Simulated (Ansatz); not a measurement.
Here is the system:

BAs:
```xyz
8
Lattice="6.5398 0.0000 0.0000 0.0000 3.4130 0.0000 0.0000 0.0000 5.6822" Properties=species:S:1:pos:R:3 pbc="T T T"
B      1.0531     0.8533     2.2815
B      2.2168     2.5598     5.1227
B      5.4867     2.5598     3.4007
B      4.3230     0.8533     0.5596
As     5.4642     0.8533     2.2253
As     4.3455     2.5598     5.0665
As     1.0756     2.5598     3.4569
As     2.1943     0.8533     0.6158
```

This is the PBE+D3(BJ)-relaxed structure.

**Question.** All from PBE+D3(BJ) (plane waves, PAW; program Ansatz), unless another level is named. Give the formation energy from the elements (no fitted shifts).

**Answer.** 25 kJ/mol of atoms.

**Question.** Give the gap with spin–orbit coupling.

**Answer.** 0.44 eV.

**Question.** Predict the hole effective mass with spin–orbit coupling.

**Answer.** 0.16, 0.47, 0.89 mₑ (principal values).

**Question.** Give the weight of the valence-edge state by species (Voronoi cells).

**Answer.** B 57 %, As 43 %.

**Question.** What about the valence-band maximum?

**Answer.** at Γ.

**Question.** And the weight of the conduction-edge state by species (Voronoi cells)?

**Answer.** B 56 %, As 44 %.

Space group Pnma. The start of the workflow was typed in or built on a structure type; neither database checked (COD, Materials Project) lists it. It is not the phase usual at ambient conditions (space group No. 216). The cell was relaxed with PBE+D3(BJ) under the symmetry of its start; whether a distortion lowers the energy is not shown. The volume moved by 25 % from the start of the relaxation. Its formation energy is positive at this level, so the cell may be metastable or incomplete. The references are the lowest solids computed at this level, not always the standard phases. Spin–orbit coupling is left out wherever it is not named.

Potentials: the later of the program's two PAW sets.
